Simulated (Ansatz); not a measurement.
This Ta₂W₃ structure is the end of a relaxation. The cell was found from a structure generator's guess, not taken from experiment.

Theory: Ansatz, DFT PBE, scalar-relativistic, plane waves, PAW. Cutoff 420 eV, Γ-centred mesh, Gaussian smearing, no spin polarisation.

```cif
data_structure
_symmetry_space_group_name_H-M 'P 1'
_symmetry_Int_Tables_number 1
_cell_length_a 8.4128
_cell_length_b 8.4128
_cell_length_c 8.4128
_cell_angle_alpha 157.902
_cell_angle_beta 157.902
_cell_angle_gamma 31.451
_cell_volume 84.20
loop_
_atom_site_label
_atom_site_type_symbol
_atom_site_fract_x
_atom_site_fract_y
_atom_site_fract_z
_atom_site_occupancy
Ta1 Ta 0.59969 0.59969 0.00000 1
Ta2 Ta 0.40031 0.40031 0.00000 1
W1 W 0.00000 0.00000 0.00000 1
W2 W 0.20288 0.20288 0.00000 1
W3 W 0.79712 0.79712 0.00000 1
```

Energies over the elements count from the elements' standard structures at the same level, with no fitted energy shifts.

(1) What space group does it have?

(2) How far does it lie from the elements in energy?

(3) Is it a metal?

Results:

(1) I4/mmm (No. 139), with Ta and W ordered on bcc sites. Conventional cell: a = 3.225 Å, c = 16.196 Å. Ta is surrounded by 8 W at 2.79–2.83 Å, 1 W at 3.20 Å and 5 Ta at 3.22–3.23 Å; W on a site of symmetry 4/mmm has 8 Ta at 2.79 Å and 6 W at 3.22–3.29 Å; W on a site of symmetry 4mm is surrounded by 4 W at 2.74 Å, 4 Ta at 2.83 Å, 1 Ta at 3.20 Å and 5 W at 3.22–3.29 Å.

(2) −0.11 eV/atom. It lies below the elements, which doesn't yet make it stable against other compounds or structures.

(3) Yes, bands cross the Fermi level on the 16×16×16 mesh.

The last run used a 16×16×16 mesh for its 5-atom cell and Gaussian smearing of 0.10 eV. Spin–orbit coupling, which can matter for Ta and W, is left out. Symmetry constrained the relaxation, so the result can be a saddle point.
